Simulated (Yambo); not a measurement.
PbSe (rock salt, space group Fm-3m, No. 225), G0W0@LDA (Yambo, plasmon pole, terminator in G, 4×4×4 mesh): gap L → L in eV by bands and screening block.

| bands (W and G) | 2 Ry | 4 Ry | 6 Ry | 8 Ry | 10 Ry |
|---|---|---|---|---|---|
| 31 | ? | 0.69 | 0.73 | 0.74 | 0.75 |
| 49 | 0.53 | 0.69 | 0.76 | ? | 0.78 |
| 74 | 0.53 | 0.71 | 0.79 | 0.82 | 0.83 |
| 104 | 0.54 | 0.72 | ? | 0.84 | 0.85 |
| 136 | 0.54 | 0.72 | 0.82 | 0.84 | 0.86 |

Estimate the withheld gaps from their neighbours; the computed values follow.


- 31, 2 Ry: 0.56
- 49, 8 Ry: 0.77
- 104, 6 Ry: 0.81

The largest settings aren't shown to be the converged limit.

The standard potentials for Pb, Se keep a d shell in the valence without the s and p states of that shell. In tests on such compounds this moved G0W0 gaps by up to about 0.9 eV, so absolute quasiparticle energies here are unreliable; differences between settings are what counts.

Spin-orbit coupling is not included.

Geometry of the Materials Project entry, not relaxed at this level; primitive cell a = b = c = 4.371 Å, α = β = γ = 60.00°.
